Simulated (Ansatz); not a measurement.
SiO₂ (rutile, P4_2/mnm), PBE in the plane-wave PAW code Ansatz. The conduction-band minimum lies at Γ, with 1 equivalent valley. Second derivatives d²E/dk² of the lowest band at one valley (eV·Å²), along Cartesian directions:

```tsv
direction	d²E/dk²
[100]	16.86
[010]	16.86
[001]	20.95
[110]	16.85
[101]	18.90
[011]	18.90
```

Q: Find the principal effective masses, the density-of-states mass and the conductivity mass.

A: Off-diagonal terms follow from H_xy = H[110] − (H_xx + H_yy)/2, and m*/mₑ = 7.620 eV·Å² over each eigenvalue: 0.36, 0.45, 0.45. One valley's DOS mass (m₁m₂m₃)^(1/3) = 0.42, conductivity mass 3/(Σ 1/mᵢ) = 0.42 mₑ.

Q: What effective density of states Nc follows at 300 K for parabolic valleys?

A: Nc = 2.509e19 × 1 × (0.42)^(3/2) ≈ 6.8e18 cm⁻³.

This is a known high-pressure phase of the composition, computed here at zero pressure and temperature. The cell was relaxed with PBE under the symmetry of its start; its stability against distortions is not shown here.

Potentials: the later of the program's two PAW sets.

Edges and masses are those of Kohn–Sham bands, whose gap is no quasiparticle gap.
